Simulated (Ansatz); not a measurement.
SiO$_{2}$:
```xyz
9
Lattice="4.9201 0.0000 0.0000 -2.4600 4.2609 0.0000 0.0000 0.0000 5.4160" Properties=species:S:1:pos:R:3 pbc="T T T"
Si    -1.1535     1.9979     1.8053
Si     1.3066     2.2631     0.0000
Si     2.3069     0.0000     3.6107
O     -1.0896     3.1140     2.9728
O      0.3081     1.7603     1.1675
O      0.7815     3.6476     4.7781
O      3.2416     0.6133     2.4432
O      1.3704     1.1470     4.2486
O      2.7681     2.5006     0.6379
```

x, y and z are the axes in which the lattice vectors are written.

Give the high-frequency dielectric tensor and the Born effective charge tensors of the independent atoms from DFPT, r²SCAN (plane waves, PAW; program Ansatz).


ε∞:
```
2.37  0.00  0.00
0.00  2.37  0.00
0.00  0.00  2.40
```
Z* of atom 1 (Si), rows: field, columns: displacement, in e:
```
 3.50   0.27   0.24
 0.27   3.19   0.14
-0.21  -0.12   3.46
```
Z* of atom 4 (O), rows: field, columns: displacement, in e:
```
-1.33  -0.51  -0.33
-0.46  -2.02  -0.71
-0.27  -0.74  -1.73
```

Static charges for comparison (Bader): Si1 +3.37, O4 -1.68 e. Born charges measure polarisation by displacement and can exceed these by far.

Space group P3_221. Symmetry was held in the r²SCAN relaxation; phonons on a q-mesh show no instability.

Potentials: the earlier of the program's two PAW sets.
